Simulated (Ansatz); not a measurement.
Input:

Starting cell, Rh (fcc, Cu type):

```
Rh
1.0
    3.80000     0.00000     0.00000
    0.00000     3.80000     0.00000
    0.00000     0.00000     3.80000
Rh
4
Direct
  0.00000   0.00000   0.00000
  0.50000   0.50000   0.00000
  0.50000   0.00000   0.50000
  0.00000   0.50000   0.50000
```

In each cell atom 1 (Rh, nearest neighbour Rh at 2.687 Å; its periodic images, 3.8 Å or more away, move with it) moves by s·(0.000, 0.000, 1.000) (along Cartesian z), the rest being held.

These are r2SCAN (plane waves to 500 eV, PAW, scalar-relativistic; Ansatz, a quantum-chemistry and plane-wave program) values and carry that method's errors. k mesh 10×10×10 (Γ-centred), Fermi-Dirac smearing 0.05 eV. Energies are smeared free energies. With partly filled bands, energies and forces of such displacements shift with the k mesh and the smearing. Rh is run without spin polarisation. Rh was relaxed with its symmetry unable to fall. The zero of ΔE is the undisplaced structure.

The scan covers s from -0.270 to 0.270 Å in 11 points.

### Question
Is the energy the same for equal positive and negative displacements?

### Answer
Even: the same for both signs. With its periodic images moving along, the atom's site symmetry in this cell is m-3m.

### Question
What is the force constant k = d²E/ds² of this move at s = 0?

### Answer
11.6 eV/Å².

(A displaced cell: forces are minus the slopes of the energy, force constants its curvatures, and phonons follow from these.)
